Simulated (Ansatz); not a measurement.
MoS2:
```
MoS2
1.0
    3.17378     0.00000     0.00000
   -1.58689     2.74858     0.00000
    0.00000     0.00000    19.31039
Mo S
3 6
Cartesian
  1.58689   0.91619   0.00000
  0.00000   1.83239  13.06721
  0.00000   1.83239   6.24318
  0.00000   1.83239   1.55348
  0.00000   1.83239  17.75691
  1.58689   0.91619  14.62099
  1.58689   0.91619   4.68940
  1.58689   0.91619   7.79659
  1.58689   0.91619  11.51380
```

Relaxed with r²SCAN+D4.

**Question.** Give the optical modes at the zone centre with their infrared and Raman activity from DFPT, r²SCAN+D4 in the plane-wave PAW code Ansatz.

**Answer.** Transverse frequencies, without the LO–TO term; a row sums one degenerate level.

| ω (cm⁻¹) | degeneracy | IR ((D/Å)²/amu) | Raman (Å⁴/amu) | activity | symmetry |
|---|---|---|---|---|---|
| 5 | 2 | 0.00 | 0.51 | Raman | E'' |
| 25 | 2 | 0.00 | 1.2 | Raman | E' |
| 39 | 1 | 0.00 | 1.2 | Raman | A1' |
| 45 | 1 | 0.00 | 0 | silent | A2'' |
| 285 | 2 | 0.00 | 2.0 | Raman | E'' |
| 286 | 2 | 0.00 | 0.75 | Raman | E' |
| 286 | 2 | 0.00 | 2.4 | Raman | E'' |
| 385 | 2 | 0.00 | 1.2 | Raman | E'' |
| 385 | 2 | 0.98 | 570 | IR+Raman | E' |
| 385 | 2 | 1.77 | 1100 | IR+Raman | E' |
| 412 | 1 | 0.00 | 7.8 | Raman | A1' |
| 412 | 1 | 0.00 | 0 | silent | A2'' |
| 416 | 1 | 0.00 | 1100 | Raman | A1' |
| 471 | 1 | 0.29 | 0 | IR | A2'' |
| 474 | 1 | 0.00 | 0.35 | Raman | A1' |
| 474 | 1 | 0.00 | 0 | silent | A2'' |

**Question.** How high does the top mode go among those that the LO–TO term moves?

**Answer.** 386 cm⁻¹ for q along x, 386 cm⁻¹ for q along y.

Space group P-6m2. The workflow started from a Materials Project entry (that database holds measured and hypothetical structures alike); the Crystallography Open Database copy checked does not list it. It is not the phase usual at ambient conditions (space group No. 160, 194). The cell was relaxed with r²SCAN+D4 under the symmetry of its start; its stability against distortions is not shown here. No spin polarisation was allowed.

Potentials: the earlier of the program's two PAW sets.
